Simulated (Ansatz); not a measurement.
**What DFT gives for RbZn$_{4}$As$_{3}$**

```
CELL_PARAMETERS angstrom
4.16270 0.00000 0.00000
0.00000 4.16270 0.00000
0.00000 0.00000 10.53001
ATOMIC_POSITIONS crystal
Rb 0.00000 0.00000 0.50000
Zn 0.00000 0.50000 0.15487
Zn 0.50000 0.00000 0.15487
Zn 0.00000 0.50000 0.84513
Zn 0.50000 0.00000 0.84513
As 0.50000 0.50000 0.28373
As 0.50000 0.50000 0.71627
As 0.00000 0.00000 0.00000
```

Level: r2SCAN, no spin polarisation; 500 eV; 8×8×4 Γ-centred mesh; fermi-dirac occupations (width 0.1 eV); Ansatz 0.2.0, fixed geometry.

Problem. Is the cell too large or too small?

Solution. The pressure is -0.2 GPa (compression positive), so with the atoms held at these fractions the cell is close to zero pressure.

Problem. Which atom feels the largest force, and which way?

Solution. The largest is on As6 (and as large on other atoms): 0.14 eV/Å, components (0.00, 0.00, 0.14). It makes 123° with the line to a nearest neighbour, Zn2 at 2.48 Å.

Problem. Describe some of the short contacts.

Solution. Zn–As at 2.48 Å: least valence density 0.40 e/Å³ and ELF 0.39 there. Rb–As at 3.72 Å: least valence density 0.05 e/Å³ and ELF 0.04 there. Rb–Rb at 4.16 Å: least valence density 0.01 e/Å³ and ELF 0.00 there, so no covalent bond. Both are smooth PAW fields, read partly inside the augmentation spheres.

Problem. Is it stable against the elements?

Solution. -0.39 eV an atom against the elements' usual phases (free molecules for gases, crystals otherwise, with no correction for O₂ or N₂), so it is bound against them; other compounds may still compete. Relaxing would lower it.

Problem. Is there a gap?

Solution. Counting bands on this mesh leaves a gap of 0.23 eV, but it is narrow, so a finer mesh and a narrower smearing would have to settle it.

Origin: a known structure type with other elements, at an estimated volume, so it need not be a known compound. Caveats: the gap is not wide against the smearing.
